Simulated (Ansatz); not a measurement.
Input:

ZrRh₃:
Space group Pm-3m (No. 221); a = b = c = 3.876 Å, α = β = γ = 90.00°

| atom | site | symmetry | x | y | z |
|---|---|---|---|---|---|
| Zr | 1a | m-3m | 0.0000 | 0.0000 | 0.0000 |
| Rh | 3c | 4/mm.m | 0.0000 | 0.5000 | 0.5000 |

This is the LDA-relaxed structure.

### Question
All from LDA (plane waves, PAW; program Ansatz), unless another level is named. Predict the density of states at the Fermi level.

### Answer
0.87 states/eV per atom (mean over ±0.08 eV).

### Question
And the formation energy from the elements (no fitted shifts)?

### Answer
-707 meV/atom.

The first step of the workflow began from a Materials Project structure, measured or hypothetical; the Crystallography Open Database files this formula in space group No. 221, but the cells were not matched. Its standing as an ambient phase is unchecked. The cell was relaxed with LDA under the symmetry of its start; of distortions, only those at the zone centre were tested. No spin polarisation was allowed. The references are the lowest solids computed at this level, not always the standard phases. Scalar-relativistic: spin–orbit coupling is off unless named, which matters more the heavier the elements.

Potentials: the later of the program's two PAW sets.
